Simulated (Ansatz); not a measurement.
Start of a relaxation of Ta₅TiN₆:

```cif
data_structure
_symmetry_space_group_name_H-M 'P 1'
_symmetry_Int_Tables_number 1
_cell_length_a 3.3518
_cell_length_b 3.3518
_cell_length_c 14.2206
_cell_angle_alpha 90.000
_cell_angle_beta 90.000
_cell_angle_gamma 90.000
_cell_volume 159.76
loop_
_atom_site_label
_atom_site_type_symbol
_atom_site_fract_x
_atom_site_fract_y
_atom_site_fract_z
_atom_site_occupancy
Ti1 Ti 0.50000 0.50000 0.50000 1
Ta1 Ta 0.00000 0.00000 0.00000 1
Ta2 Ta 0.50000 0.50000 0.16667 1
Ta3 Ta 0.00000 0.00000 0.33333 1
Ta4 Ta 0.00000 0.00000 0.66667 1
Ta5 Ta 0.50000 0.50000 0.83333 1
N1 N 0.00000 0.00000 0.83333 1
N2 N 0.50000 0.50000 0.00000 1
N3 N 0.00000 0.00000 0.16667 1
N4 N 0.50000 0.50000 0.33333 1
N5 N 0.00000 0.00000 0.50000 1
N6 N 0.50000 0.50000 0.66667 1
```

The calculation used DFT PBE, scalar-relativistic, plane waves, PAW (Ansatz 0.2.0). Cutoff 420 eV, Gaussian smearing, Γ-centred meshes. Cell and atoms relax first on a coarse mesh and then on a finer one. In between, the cell is made exact in the group found at 0.06 Å. In metals the finer mesh still leaves noise of several meV/atom or more. The steps can't lower the symmetry of their start. Collinear spin, starting moments Ti 1.0 μB; they died out on the coarse mesh, so the last step has no spin.

A guess keeps its type if space group and coordination stay and the shape of the cell changes little (axis ratios within about 15 %, angles within 6°); the volume may change.

Task: Does this structure survive the relaxation?

Result: It keeps its type. The symmetry stays P4/mmm (No. 123). The volume per atom shrinks by 20.4 %, from 13.3 to 10.6 Å³. The shortest distance goes from 2.37 Å (Ta–N and Ti–N) to 2.12 Å (Ta–N). The ratio c/a of the conventional cell changes by a factor of 1.00. Counting neighbours within 15 % of an atom's shortest distance, the start has N 6, Ta 6, Ti 6 and the end N 6, Ta 6, Ti 6.

The last run used a 12×12×4 mesh (in the run's order of axes) for its 12-atom cell and Gaussian smearing of 0.10 eV. These runs have no spin–orbit coupling, which can matter for Ta. Symmetry constrained the relaxation, so the result can be a saddle point.
